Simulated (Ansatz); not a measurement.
A geometry of HfO₂ away from equilibrium: the start of the relaxation of a generated trial cell of HfO2 in the polar-ZrO2 structure type. Computed with r2SCAN (plane waves to 500 eV, PAW, scalar-relativistic; Ansatz, a quantum-chemistry and plane-wave program). Γ-centred k-mesh 4×4×4 on the run's cell (coarser than for final values), Fermi–Dirac smearing 0.05 eV.

```xyz
12
Lattice="5.2415 0.0000 0.0000 0.0000 5.0502 0.0000 0.0000 0.0000 5.0592" Properties=species:S:1:pos:R:3 pbc="T T T"
Hf     0.1572     1.3484     1.2648
Hf     5.0843     3.7018     3.7944
Hf     2.7780     3.7018     1.2648
Hf     2.4635     1.3484     3.7944
O      1.8922     0.3434     0.5363
O      3.3493     4.7068     3.0658
O      4.5129     4.7068     0.5363
O      0.7286     0.3434     3.0658
O      1.2003     2.7119     0.0000
O      4.0412     2.3382     2.5296
O      3.8211     2.3382     0.0000
O      1.4204     2.7119     2.5296
```

Task: Which atoms carry the largest force, and which way does it point?

Result: 0.27 eV/Å, on Hf1, Hf2, Hf3, Hf4 (atoms numbered as listed); on Hf1 its components are (0.10, -0.24, -0.06).

Task: What is the pressure?

Result: -0.3 GPa, compression positive.

Task: How far above the relaxed end point is this geometry?

Result: under 0.01 eV/atom; the path ends in Pca2₁ (No. 29).

No spin polarisation in the result.

The run could not lose the symmetry of its start.

The first start was generated by placing the elements on the sites of a structure type. Materials Project lists a structure of HfO2 in the same space group, Pca2₁ (No. 29); the sites were not compared with it, nor with measured phases.
